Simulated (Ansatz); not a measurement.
## BAs (zinc blende), scan of one atom of the cell

BAs (zinc blende)

```xyz
2
Lattice="0.0000 2.4047 2.4047 2.4047 0.0000 2.4047 2.4047 2.4047 0.0000" Properties=species:S:1:pos:R:3 pbc="T T T"
As     3.6070     3.6070     3.6070
B      0.0000     0.0000     0.0000
```

Scan: atom 1 (As, nearest neighbour B at 2.083 Å; its periodic images, 3.4 Å or more away, move with it) is displaced along Cartesian x, direction (1.000, 0.000, 0.000) in Cartesian axes, by s. The other atoms stay.

The numbers are results of PBE (plane waves to 420 eV, PAW, scalar-relativistic; Ansatz, a program for electronic structure), not measurements. k mesh 10×10×10 (Γ-centred), Fermi-Dirac smearing 0.05 eV. Energies are smeared free energies. Stress and pressure are positive under compression. F∥ is the force on the atom along that direction. BAs was relaxed with its symmetry unable to fall. ΔE is measured from the undisplaced structure.

```tsv
s (Å)	ΔE (meV/cell)	F∥ (eV/Å)	P (GPa)
-0.210	341	3.128	2.62
-0.168	221	2.573	1.69
-0.126	125	1.968	0.96
-0.084	56	1.328	0.43
-0.042	14	0.668	0.10
0.000	0	0.000	0.00
0.042	14	-0.668	0.10
0.084	56	-1.328	0.43
0.126	125	-1.968	0.96
0.168	221	-2.573	1.69
0.210	341	-3.128	2.62
```

Summary:

| Item | Result |
|---|---|
| Energy at s = 0.210 Å | 341 meV/cell |
| Force along the line at s = -0.210 Å | 3.13 eV/Å |
| Symmetry of the curve | even: the same for both signs |
| Shape of the curve | a single well with its minimum at or next to zero displacement |
| Force constant k = d²E/ds² at s = 0 (finite differences) | 15.9 eV/Å² |
| Harmonic estimate at the end of the scan | ½ks² = 351 meV/cell against the computed 341 meV/cell, so the well is close to harmonic there |
| Zone-centre optical wavenumber from k (transverse: no LO-TO term) | 677 cm⁻¹ |

The 11 points together took around 50 core-seconds (rough).

(A displaced cell: forces are minus the slopes of the energy, force constants its curvatures, and phonons follow from these.)
